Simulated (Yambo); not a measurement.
G0W0@LDA for Rb2NaScF6 (space group Fm-3m, No. 225) in Yambo. Reference settings: 2×2×2 Γ-centred k mesh, bands 3 to 317 and a 8 Ry block in the screening, 317 bands in G with the Bruneval-Gonze terminator, plasmon pole fitted at 27.2 eV. The LDA gap Γ → Γ on this mesh is 6.55 eV; G0W0 gaps are taken between the same points.

With and without the terminator, as bands are cut:

```
bands in G (in W)  gap, terminator (eV)  gap, none (eV)  valence shift, terminator (eV)  valence shift, none (eV)
-----------------  --------------------  --------------  ------------------------------  ------------------------
80 (80)                          10.942          10.874                          -2.181                    -1.914
122 (122)                        10.621          10.505                          -2.188                    -1.912
176 (176)                        10.515          10.382                          -2.243                    -1.987
247 (247)                        10.471          10.345                          -2.287                    -2.066
317 (317)                        10.450          10.339                          -2.306                    -2.121
```

Over this range the gap spans 0.492 eV with the terminator and 0.535 eV without, the valence shift 0.125 eV and 0.209 eV. Neither column has reached its limit for certain.

Geometry of the Materials Project entry, not relaxed at this level; primitive cell a = b = c = 6.187 Å, α = β = γ = 60.00°.

The structure is a Materials Project entry; no match was found in the copy of COD used, and its stability was not checked.

A shift is the quasiparticle energy of the state minus its LDA energy.
